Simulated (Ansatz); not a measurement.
Phonons of TiAl3 (D022 type, space group I4/mmm) at Γ, N = (0.5, 0.0, 0.0), X = (0.5, 0.5, 0.0), M = (0.5, 0.5, 0.5).

TiAl$_{3}$ (D022 type, space group I4/mmm)

```xyz
4
Lattice="-1.9229 1.9229 4.3100 1.9229 -1.9229 4.3100 1.9229 1.9229 -4.3100" Properties=species:S:1:pos:R:3 pbc="T T T"
Al     0.0000     0.0000     4.3100
Al     0.0000     1.9229     2.1550
Al     1.9229     0.0000     2.1550
Ti     0.0000     0.0000     0.0000
```

Calculation: PBE (plane waves to 420 eV, PAW, scalar-relativistic; Ansatz, a program for electronic structure). Harmonic phonons by density-functional perturbation theory on a 18×18×18 k mesh, in cm⁻¹ and rounded to 5; i marks imaginary ones, q is in fractions of the reciprocal vectors of the cell shown, and the three acoustic modes at Γ are left out. TiAl3 is run without spin polarisation. TiAl3 was relaxed with its symmetry unable to fall.

| q | wavenumbers (cm⁻¹) |
|---|---|
| Γ | 195, 220 (×2), 255, 320, 330 (×2), 340 (×2) |
| N = (0.5, 0.0, 0.0) | 155, 200, 245, 245, 245 (×2), 275, 275, 290, 295, 295, 320 |
| X = (0.5, 0.5, 0.0) | 155, 160, 170, 175, 180, 235, 245, 250, 350, 355, 360, 370 |
| M = (0.5, 0.5, 0.5) | 165 (×4), 220, 250, 250, 265, 325 (×2), 345 (×2) |

The structure shows no imaginary mode at these points (lowest 155 cm⁻¹ at N = (0.5, 0.0, 0.0)); other wave vectors were not tested.

Highest mode: 370 cm⁻¹ at X = (0.5, 0.5, 0.0).
